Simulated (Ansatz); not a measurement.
Computed with Ansatz, DFT r2SCAN, scalar-relativistic, plane waves, PAW.

Structure of CuPt:

```xyz
2
Lattice="1.3598 0.7851 4.2519 -1.3598 0.7851 4.2519 0.0000 -1.5702 4.2519" Properties=species:S:1:pos:R:3 pbc="T T T"
Cu    0.0000    0.0000    0.0000
Pt    0.0000    0.0000    6.3779
```

Cutoff 500 eV; k points 18×18×18 on the computed 2-atom cell (Γ-centred); Gaussian smearing, width 0.10 eV; no spin polarisation.

Levels along Γ–T–H2 | H0–L–Γ–S0 | S2–F–Γ, in eV from the Fermi level, sorted by energy at each point. Points in fractions of the primitive reciprocal vectors: Γ (0.000 0.000 0.000), T (0.500 0.500 0.500), H2 (0.811 0.189 0.500), H0 (0.500 -0.189 0.189), L (0.500 0.000 0.000), S0 (0.345 -0.345 0.000), S2 (0.655 0.000 0.345), F (0.500 0.000 0.500).
```csv
point,"k (1/Å, with 2π)",band 16,band 17,band 18,band 19,band 20,band 21,band 22
Γ,0.000,-1.83,-1.83,-0.42,-0.42,0.00,6.17,16.12
-,0.106,-1.84,-1.84,-0.45,-0.45,-0.27,6.51,16.14
-,0.211,-1.87,-1.87,-0.91,-0.53,-0.53,7.38,16.20
-,0.317,-1.91,-1.91,-1.68,-0.66,-0.66,8.56,16.29
-,0.422,-2.35,-1.95,-1.95,-0.82,-0.82,9.87,16.38
-,0.528,-2.56,-1.97,-1.97,-0.98,-0.98,11.21,16.47
-,0.633,-2.50,-1.96,-1.96,-1.11,-1.11,12.40,16.54
T,0.739,-2.48,-1.95,-1.95,-1.17,-1.17,12.97,16.49
-,0.944,-2.43,-2.02,-1.96,-1.11,-0.98,13.23,16.28
-,1.149,-2.27,-2.08,-1.95,-0.94,-0.61,13.95,15.04
-,1.354,-2.00,-1.94,-1.85,-0.67,-0.21,12.77,13.53
-,1.559,-1.95,-1.65,-0.61,-0.17,0.31,10.38,11.23
-,1.764,-1.95,-1.34,-0.28,1.17,1.58,8.07,9.11
-,1.969,-1.91,-1.23,-0.33,2.52,3.80,6.04,7.36
H2,2.174,-1.89,-1.26,-0.59,3.98,4.60,6.18,6.30
H0,2.174,-1.89,-1.26,-0.59,3.98,4.60,6.18,6.30
-,2.299,-1.92,-1.28,-0.76,4.10,4.17,6.62,7.63
-,2.424,-1.88,-1.26,-0.94,3.78,3.83,7.59,8.98
-,2.549,-1.81,-1.15,-1.12,3.24,3.70,8.24,9.52
-,2.674,-1.79,-1.28,-0.88,2.66,3.65,7.91,9.43
-,2.799,-1.85,-1.40,-0.44,2.07,3.63,7.35,9.32
-,2.924,-1.97,-1.46,0.10,1.47,3.63,6.94,9.26
L,3.049,-2.06,-1.47,0.50,1.05,3.62,6.79,9.23
-,3.243,-1.97,-1.45,0.16,0.25,4.81,6.08,10.34
-,3.437,-1.98,-1.34,-0.99,-0.37,5.06,7.06,9.91
-,3.631,-2.18,-1.71,-1.20,-0.99,4.33,7.97,10.05
-,3.824,-2.49,-2.01,-1.55,-0.84,3.50,7.01,12.63
-,4.018,-2.20,-1.97,-1.74,-0.62,2.38,6.44,15.34
-,4.212,-1.88,-1.81,-1.35,-0.47,1.09,6.22,16.37
Γ,4.406,-1.83,-1.83,-0.42,-0.42,0.00,6.17,16.12
-,4.633,-1.90,-1.81,-1.53,-0.47,1.38,6.18,16.46
-,4.861,-2.40,-1.99,-1.68,-0.60,3.09,6.25,15.32
-,5.088,-2.25,-2.13,-1.16,-0.72,4.89,6.49,12.67
-,5.316,-2.14,-1.99,-0.98,0.27,6.58,7.14,10.17
-,5.543,-1.98,-1.77,-0.90,1.63,7.11,7.90,8.55
-,5.771,-1.91,-1.47,-0.79,2.90,5.76,6.37,9.82
S0,5.998,-1.79,-1.31,-0.67,4.08,4.37,5.99,7.85
S2,5.998,-1.79,-1.31,-0.67,4.08,4.37,5.99,7.85
-,6.101,-1.63,-1.28,-0.57,3.35,4.90,6.37,6.82
-,6.203,-1.47,-1.25,-0.46,2.65,5.17,5.82,7.16
-,6.306,-1.29,-1.22,-0.37,2.00,4.84,5.31,8.06
-,6.408,-1.19,-1.12,-0.30,1.39,3.92,5.40,8.66
-,6.511,-0.98,-0.88,-0.25,0.87,3.06,5.46,8.88
-,6.614,-0.77,-0.51,-0.22,0.55,2.33,5.50,8.95
F,6.716,-0.55,-0.55,-0.21,0.54,1.99,5.51,8.97
-,6.919,-1.18,-0.56,-0.49,0.27,2.06,6.71,9.35
-,7.122,-1.70,-1.10,-0.71,-0.29,2.40,8.97,10.15
-,7.325,-1.96,-1.49,-1.33,-0.47,2.58,9.33,11.36
-,7.529,-2.43,-1.76,-1.75,-0.48,2.46,8.00,13.58
-,7.732,-2.35,-1.85,-1.83,-0.46,1.93,6.93,15.87
-,7.935,-1.86,-1.84,-1.41,-0.43,0.99,6.34,16.40
Γ,8.138,-1.83,-1.83,-0.42,-0.42,0.00,6.17,16.12
```

Spin-orbit coupling is left out, which matters for the bands of heavy elements.

Cost: 1 run of about 1.3 core-minutes, on Intel Xeon 6975P-C (Granite Rapids) (shared hosts).